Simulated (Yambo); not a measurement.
Yambo run on RbOH (space group Cmc2_1, No. 36). The wavefunctions come from this Quantum ESPRESSO step (PBEsol, PseudoDojo standard norm-conserving files, scalar-relativistic):

```
&CONTROL
  calculation = 'nscf'
  pseudo_dir = './pseudo'
  outdir = './out'
/
&SYSTEM
  ibrav = 0
  nat = 6
  ntyp = 3
  ecutwfc = 84.0
  ecutrho = 336.0
  occupations = 'fixed'
  force_symmorphic = .true.
  nbnd = 134
/
&ELECTRONS
  conv_thr = 6.000000000000001e-09
  diago_full_acc = .true.
  diago_thr_init = 1e-08
/
ATOMIC_SPECIES
H 1.0080 H.upf
O 15.9990 O.upf
Rb 85.4678 Rb.upf
CELL_PARAMETERS angstrom
  2.058895000000  -5.394045000000   0.000000000000
  2.058895000000   5.394045000000   0.000000000000
  0.000000000000   0.000000000000   4.202690000000
ATOMIC_POSITIONS crystal
H   0.967750000000   0.032250000000   0.396790000000
H   0.032250000000   0.967750000000   0.896790000000
O   0.901790000000   0.098210000000   0.237540000000
O   0.098210000000   0.901790000000   0.737540000000
Rb   0.638210000000   0.361790000000   0.261060000000
Rb   0.361790000000   0.638210000000   0.761060000000
K_POINTS automatic
4 4 2 0 0 0
```

Yambo input:

```
rim_cut
gw0
dyson
el_el_corr
HF_and_locXC
ppa
em1d
RandQpts= 1000000
RandGvec= 1 Ry
EXXRLvcs= 84 Ry
VXCRLvcs= 336 Ry
Chimod= "HARTREE"
% BndsRnXp
 1 | 133 |
%
NGsBlkXp= 7 Ry
% LongDrXp
 1.0 | 1.0 | 1.0 |
%
PPAPntXp= 27.2114 eV
% GbndRnge
 1 | 133 |
%
GTermKind= "BG"
DysSolver= "n"
ExtendOut
% QPkrange
 1 | 1 | 16 | 17 |
 2 | 2 | 16 | 17 |
 5 | 5 | 16 | 17 |
 6 | 6 | 16 | 17 |
 13 | 13 | 16 | 17 |
 14 | 14 | 16 | 17 |
%
```

k points by index: 1 = Γ, 2 = (0, 0, -0.5), 5 = (0, -0.5, 0), 6 = (0, -0.5, -0.5), 13 = (-0.5, -0.5, 0), 14 = (-0.5, -0.5, -0.5).

Table of the .qp output:

```
#    K-point    Band    Eo [eV]    E [eV]    E-Eo [eV]    Vxc [eV]    Vnlxc [eV]    Sc|Eo [eV]    Sc|E [eV]    dSc/dw|Eo [eV]    Re(Z)    Im(Z)
#
    1    16    0.000000    -1.465160    -1.465160    -18.46634    -24.31304    4.000296    4.381535    -7.079780    0.793537    -0.001350
    1    17    3.578893    4.454157    0.875264    -8.799936    -4.616502    -3.181232    -3.308170    -3.946100    0.873349    -0.799448E-3
    2    16    -0.492630    -1.979726    -1.487096    -17.70487    -23.33567    3.763902    4.143697    -6.948914    0.796577    -0.001391
    2    17    6.121299    7.235259    1.113960    -9.117419    -4.691484    -3.144444    -3.311975    -4.092065    0.869277    -0.847057E-3
    5    16    -0.473679    -1.967576    -1.493897    -17.92104    -23.66271    3.861585    4.247774    -7.033725    0.794604    -0.001406
    5    17    6.207583    7.399532    1.191949    -10.21190    -5.802695    -3.027344    -3.217254    -4.335223    0.862576    -0.910487E-3
    6    16    -0.244734    -1.737415    -1.492680    -18.13632    -23.86855    3.857408    4.239548    -6.965680    0.796186    -0.001359
    6    17    6.014488    7.182520    1.168032    -8.547192    -3.976770    -3.236152    -3.402390    -3.872518    0.875416    -0.839018E-3
    13    16    -0.018703    -1.482965    -1.464262    -18.48221    -24.35340    4.024203    4.406924    -7.111657    0.792800    -0.001358
    13    17    5.184967    6.276730    1.091763    -8.040074    -3.638809    -3.157114    -3.309502    -3.797884    0.877524    -0.787568E-3
    14    16    -0.480340    -2.018258    -1.537918    -17.62742    -23.52848    3.963561    4.363148    -7.069473    0.793775    -0.001357
    14    17    6.181918    7.359580    1.177662    -9.540997    -5.028951    -3.152833    -3.334384    -4.194679    0.866436    -0.865842E-3
```
(The two width columns are left out.) Convergence of these settings isn't established.

Geometry of the Materials Project entry, not relaxed at this level.

The structure is a Materials Project entry; no match was found in the copy of COD used, and its stability was not checked.
